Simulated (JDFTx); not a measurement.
An input for JDFTx (a modified build) (V(100), CANDLE, water, 1 M KCl; bohr, hartree) and the course of its log:

```
lattice \
  5.6359191941 0.0000000000 0.0000000000 \
  0.0000000000 5.6359191941 0.0000000000 \
  0.0000000000 0.0000000000 41.5739747418
coords-type Lattice
ion V 0.0000000000 0.0000000000 -0.1355636360 0
ion V 0.5000000000 0.5000000000 -0.0677818180 0
ion V 0.0000000000 0.0000000000 0.0000000000 0
ion V 0.5000000000 0.5000000000 0.0677818180 0
ion V 0.0000000000 0.0000000000 0.1355636360 0
ion-species pseudo/v_pbe_v1.4.upf
elec-cutoff 20 100
elec-ex-corr gga-PBE
coulomb-interaction Slab 001
coulomb-truncation-embed 0 0 0
kpoint-folding 8 8 1
elec-smearing Fermi 0.01
elec-n-bands 45
electronic-scf nIterations 100 energyDiffThreshold 1e-08
fluid LinearPCM
pcm-variant CANDLE
fluid-solvent H2O
fluid-cation K+ 1
fluid-anion Cl- 1
fluid-minimize nIterations 400 knormThreshold 1e-11
wavefunction read vac.wfns
elec-initial-eigenvals vac.eigenvals
dump-name f0.$VAR
dump End State Ecomponents EigStats BandEigs Forces ElecDensity IonicPositions Fillings Kpoints Dtot FluidDebug BoundCharge FluidDensity
```

```
[one cycle in 5 is shown, and the last three; fluid-solver lines are left out]
	FillingsUpdate:  mu: -0.129566129  nElectrons: 65.000000
SCF: Cycle:  0   F: -358.559093698166976   dF: +3.370e-04   |Residual|: 4.451e-03   |deigs|: 3.921e-05
	FillingsUpdate:  mu: -0.125996566  nElectrons: 65.000000
SCF: Cycle:  5   F: -358.559479441091185   dF: -2.852e-05   |Residual|: 8.312e-04   |deigs|: 8.955e-04
	FillingsUpdate:  mu: -0.123951104  nElectrons: 65.000000
SCF: Cycle: 10   F: -358.559491878719143   dF: -4.502e-07   |Residual|: 1.227e-04   |deigs|: 6.465e-05
	FillingsUpdate:  mu: -0.124051098  nElectrons: 65.000000
SCF: Cycle: 15   F: -358.559492041422118   dF: +3.419e-08   |Residual|: 6.828e-05   |deigs|: 4.249e-05
	FillingsUpdate:  mu: -0.124087908  nElectrons: 65.000000
SCF: Cycle: 20   F: -358.559491811493103   dF: +2.827e-07   |Residual|: 1.646e-04   |deigs|: 5.596e-05
	FillingsUpdate:  mu: -0.124071535  nElectrons: 65.000000
SCF: Cycle: 25   F: -358.559492105255742   dF: +1.277e-09   |Residual|: 2.139e-05   |deigs|: 9.443e-06
	FillingsUpdate:  mu: -0.124069644  nElectrons: 65.000000
SCF: Cycle: 30   F: -358.559492110914846   dF: -4.202e-09   |Residual|: 2.451e-05   |deigs|: 1.780e-05
	FillingsUpdate:  mu: -0.124048781  nElectrons: 65.000000
SCF: Cycle: 35   F: -358.559492067324129   dF: -1.481e-07   |Residual|: 5.590e-05   |deigs|: 4.745e-06
	FillingsUpdate:  mu: -0.124044876  nElectrons: 65.000000
SCF: Cycle: 40   F: -358.559492028292311   dF: -3.520e-09   |Residual|: 7.032e-05   |deigs|: 5.134e-07
	FillingsUpdate:  mu: -0.124051919  nElectrons: 65.000000
SCF: Cycle: 45   F: -358.559492107392771   dF: -6.819e-08   |Residual|: 2.631e-05   |deigs|: 4.569e-05
	FillingsUpdate:  mu: -0.124063857  nElectrons: 65.000000
SCF: Cycle: 50   F: -358.559492108293114   dF: -1.528e-08   |Residual|: 3.471e-05   |deigs|: 1.001e-05
	FillingsUpdate:  mu: -0.124054085  nElectrons: 65.000000
SCF: Cycle: 55   F: -358.559492112681482   dF: -9.712e-08   |Residual|: 1.634e-05   |deigs|: 2.036e-05
	FillingsUpdate:  mu: -0.124052037  nElectrons: 65.000000
SCF: Cycle: 60   F: -358.559492109985115   dF: -1.075e-07   |Residual|: 2.154e-05   |deigs|: 2.196e-05
	FillingsUpdate:  mu: -0.124057023  nElectrons: 65.000000
SCF: Cycle: 65   F: -358.559492110210329   dF: -2.571e-07   |Residual|: 2.300e-05   |deigs|: 1.777e-05
	FillingsUpdate:  mu: -0.124058224  nElectrons: 65.000000
SCF: Cycle: 70   F: -358.559492109773203   dF: -3.766e-08   |Residual|: 1.549e-05   |deigs|: 1.450e-05
	FillingsUpdate:  mu: -0.124064508  nElectrons: 65.000000
SCF: Cycle: 75   F: -358.559492100710827   dF: -3.519e-08   |Residual|: 2.573e-05   |deigs|: 7.472e-06
	FillingsUpdate:  mu: -0.124071965  nElectrons: 65.000000
SCF: Cycle: 80   F: -358.559492095009261   dF: +1.312e-08   |Residual|: 4.230e-05   |deigs|: 1.670e-05
	FillingsUpdate:  mu: -0.124106441  nElectrons: 65.000000
SCF: Cycle: 85   F: -358.559491872333354   dF: +2.224e-07   |Residual|: 1.201e-04   |deigs|: 5.329e-05
	FillingsUpdate:  mu: -0.124072185  nElectrons: 65.000000
SCF: Cycle: 90   F: -358.559492069741225   dF: -2.926e-07   |Residual|: 5.674e-05   |deigs|: 2.778e-05
	FillingsUpdate:  mu: -0.124066119  nElectrons: 65.000000
SCF: Cycle: 95   F: -358.559492102016577   dF: -4.198e-08   |Residual|: 2.363e-05   |deigs|: 7.833e-06
	FillingsUpdate:  mu: -0.124071320  nElectrons: 65.000000
SCF: Cycle: 97   F: -358.559492090933304   dF: +1.308e-08   |Residual|: 4.685e-05   |deigs|: 2.249e-05
	FillingsUpdate:  mu: -0.124060302  nElectrons: 65.000000
SCF: Cycle: 98   F: -358.559492102629520   dF: -1.170e-08   |Residual|: 3.385e-05   |deigs|: 1.134e-05
	FillingsUpdate:  mu: -0.124054681  nElectrons: 65.000000
SCF: Cycle: 99   F: -358.559492105463278   dF: -2.834e-09   |Residual|: 2.331e-05   |deigs|: 6.588e-06
SCF: None of the convergence criteria satisfied after 100 iterations.
IonicMinimize: Iter:   0  F: -358.559492105463278  |grad|_K:  0.000e+00
IonicMinimize: Converged (|grad|_K<1.000000e-04).
```

This run gave no converged result. The loop ran out of cycles short of its threshold. It has stalled and not diverged: the last ten energies span 3e-07 Ha, so the total is near its end, but levels, forces and charges aren't shown converged.
